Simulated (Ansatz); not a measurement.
Ta:
```yaml
crystal:
  lattice:
    - [2.86856, 0.00000, 0.00000]
    - [-1.43428, 2.48425, 0.00000]
    - [0.00000, 0.00000, 5.08334]
  atoms:
    - { symbol: Ta, position: [0.33333, 0.66667, 0.75000] }
    - { symbol: Ta, position: [0.66667, 0.33333, 0.25000] }
```

This is the PBEsol-relaxed structure.

### Question
All from PBEsol (plane waves, PAW; program Ansatz), unless another level is named. Predict the bulk modulus (Birch–Murnaghan fit).

### Answer
199 GPa.

### Question
Next, the highest zone-centre frequency?

### Answer
192 cm⁻¹.

Space group P6_3/mmc (hcp (Mg type)). The start of the workflow was typed in or built on a structure type; the Crystallography Open Database copy checked does not list it. It is not the phase usual at ambient conditions (space group No. 229). Symmetry was held in the PBEsol relaxation. At this level the phase is dynamically unstable (imaginary phonons). The run is not spin-polarised. As this level gives no gap, phonon frequencies hold no LO–TO term and depend on the k-mesh and smearing (Fermi–Dirac, 0.1 eV here). On the denser mesh and wider smearing of the elastic run this cell carries a stress of 0.5 GPa. Spin–orbit coupling is left out wherever it is not named.

Potentials: the earlier of the program's two PAW sets. The files were generated under PBE; for other functionals the program regenerates the frozen cores, and for LDA and PBEsol the local potential too.
